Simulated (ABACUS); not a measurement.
Consider a relaxation of the atoms of BN (P1, 4 atoms in the cell; from Materials Project mp-7991, changed as shown).

```
CELL_PARAMETERS angstrom
      2.50164     0.00000     0.00000
     -1.25082     2.16648     0.00000
      0.00000     0.00000     7.36932
ATOMIC_POSITIONS crystal
  B  0.65524 0.30520 0.76020
  B  0.30938 0.65665 0.24305
  N  0.03802 0.03192 0.75533
  N  0.99737 0.00622 0.24142
```

Level of theory: LDA (PW92), numerical atomic orbitals TZP (confined pseudo-atomic orbitals with Gaussian additions; energy shift 0.01 Ry), PseudoDojo 0.4 standard norm-conserving LDA (tails mended) pseudopotentials (ABACUS).

ABACUS settings:

- basis = TZP numerical atomic orbitals, energy shift 0.01 Ry
- KPT = Gamma 12 12 4 0 0 0
- basis_type = lcao
- dft_functional = PWLDA
- ecutwfc = 100 Ry
- smearing_method = fixed
- potentials = PseudoDojo 0.4 standard norm-conserving LDA (tails mended)
- symmetry = 1
- ks_solver = genelpa
- scf_nmax = 100
- scf_thr = 1.0e-06
- mixing_type = pulay
- relax_method = cg
- relax_nmax = 40
- force_thr_ev = 0.1 eV/Å

Results:

| Item | Result |
|---|---|
| Number of valence electrons | 16 |
| Number of bands | 18 |
| Number of k-points after the program's reduction | 292 |
| Size of the basis | 68 |
| Free energy E − TS | -729.7776 eV |
| Top of the valence band (on the code's own zero) | 3.77 eV |
| Gap on the k-point mesh | 3.63 eV |
| Pressure | -0.78 GPa |
| Largest force (vector length) | 0.063 eV/Å |
| Relaxation steps | 9 |

Final positions (fractional):
```
B     0.6801    0.3350    0.7577
B     0.3199    0.6648    0.2423
N     0.0133    0.0022    0.7577
N     0.9866    0.9980    0.2423
```

Stress (GPa, positive for compression):
```
-0.49  -0.07  -0.01
-0.07  -0.59   0.00
-0.01   0.00  -1.26
```

The gap is read on the k-point mesh of the run and can differ from the gap over the whole zone at this level.

The atom-centred basis is finite, which shifts total energies, pressures, gaps and forces against plane waves. The structure comes from a collection of computed structures, made at another level of theory; the collection holds predicted forms beside known ones.

Cost on one core: roughly 90 core-seconds.

The atomic orbitals were generated for these runs; they are not ABACUS's published sets and were checked against plane waves on a few crystals only.

“Tails mended”: in these copies of the files the far tail of each local potential was reset to the Coulomb form.
